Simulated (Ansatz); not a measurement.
Zr$_{3}$Tl$_{2}$Cu$_{2}$S$_{8}$:
Space group C2/m (No. 12); a = 14.3078 Å, b = 3.7212 Å, c = 13.9759 Å, α = γ = 90.00°, β = 114.56°

```
atom  site  symmetry       x       y       z
----  ----  --------  ------  ------  ------
Zr      2a       2/m  0.0000  0.0000  0.0000
Zr      4i         m  0.1557  0.0000  0.3813
Tl      4i         m  0.1747  0.0000  0.8031
Cu      4i         m  0.0426  0.5000  0.1950
S       4i         m  0.1395  0.0000  0.1910
S       4i         m  0.2058  0.0000  0.5799
S       4i         m  0.0232  0.5000  0.3492
S       4i         m  0.3971  0.0000  0.0418
```
(The calculation used a cell of 15 atoms; values per cell refer to that cell.)

Relaxed with r²SCAN+D4.

Tabulate the valence density and the electron localisation function along the shortest Zr–Cu contact (3.06 Å), DFT-r²SCAN+D4 in the program Ansatz with PAW potentials.



```tsv
distance from Zr (Å)	density (e/Å³)	ELF
0.31	3.97	0.45
0.46	3.99	0.74
0.61	2.98	0.82
0.76	1.71	0.76
0.92	0.80	0.50
1.07	0.37	0.18
1.22	0.22	0.09
1.38	0.17	0.10
1.53	0.17	0.17
1.68	0.18	0.23
1.84	0.22	0.21
1.99	0.30	0.17
2.14	0.51	0.16
2.29	1.29	0.19
2.45	3.68	0.25
2.60	10.97	0.42
2.75	28.83	0.70
```

The density is the valence pseudo-density with augmentation charge, so density and ELF within about 1 Å of a nucleus are not all-electron values.

The workflow started from a Materials Project entry (that database holds measured and hypothetical structures alike); the Crystallography Open Database copy checked does not list it. Its standing as an ambient phase is unchecked. Symmetry was held in the r²SCAN+D4 relaxation; whether a distortion lowers the energy is not shown. No spin polarisation was allowed. Scalar-relativistic: spin–orbit coupling is off unless named, which matters more the heavier the elements.

Potentials: the later of the program's two PAW sets.
